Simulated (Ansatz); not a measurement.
Ag:
```yaml
crystal:
  lattice:
    - [5.32999, 0.00000, 0.00000]
    - [-2.66499, 4.61591, 0.00000]
    - [0.00000, 0.00000, 5.20079]
  atoms:
    - { symbol: Ag, position: [0.00000, 0.00000, 0.25300] }
    - { symbol: Ag, position: [0.00000, 0.00000, 0.74700] }
    - { symbol: Ag, position: [0.33333, 0.66667, 0.50000] }
    - { symbol: Ag, position: [0.66667, 0.33333, 0.50000] }
    - { symbol: Ag, position: [0.00000, 0.50000, 0.00000] }
    - { symbol: Ag, position: [0.50000, 0.00000, 0.00000] }
    - { symbol: Ag, position: [0.50000, 0.50000, 0.00000] }
```

Relaxed with r²SCAN.

### Question
Map the valence electron density (e/Å³), cut off at 6 on the plane through (0.000, 0.500, 0.000) spanned by u = [1, 1, 0] and v = [1, -1, 0] in lattice vectors, from the program Ansatz at the r²SCAN level (PAW).

### Answer
x is the fraction of u, y of v (the angle between them is 90°; rows are the nearest grid lines); atoms in the plane: Ag at (0.00, 0.00), Ag at (0.50, 0.50), Ag at (0.00, 0.50), Ag at (0.50, 0.00), Ag at (0.25, 0.25), Ag at (0.75, 0.75).
```
|9999300001599999951000039999|
|9984100000269999620000014899|
|5431000000024554200000001345|
|0000000000000000000000000000|
|0000000000000000012455310000|
|0000000000000000169999993100|
|0000000000000000279999994100|
|0000000000000000137999951000|
|0000000000000000000111000000|
|1100000000001111000000000011|
|5431000000024554200000001345|
|9997200001499999941000027999|
|9997200001499999941000027999|
|5431000000024554200000001345|
|1100000000001111000000000011|
|0000001110000000000000000000|
|0001599997310000000000000000|
|0014999999720000000000000000|
|0013999999610000000000000000|
|0000135542100000000000000000|
|0000000000000000000000000000|
|5431000000024554200000001345|
|9984100000269999620000014899|
|9999300001599999951000039999|
```
Scale: ten equal steps from 0.151 (start of '0') to 6.00 (end of '9'), in the order '0123456789'; x runs from 0.000 to 1.00, y from 0.000 (bottom) to 1.00 (top).

The density is the valence pseudo-density with augmentation charge, so density and ELF within about 1 Å of a nucleus are not all-electron values.

Space group P6/mmm. The start of the workflow was typed in or built on a structure type; neither database checked (COD, Materials Project) lists it. It is not the phase usual at ambient conditions (space group No. 225). Symmetry was held in the r²SCAN relaxation; its stability against distortions is not shown here. No spin polarisation was allowed.

Potentials: the earlier of the program's two PAW sets.
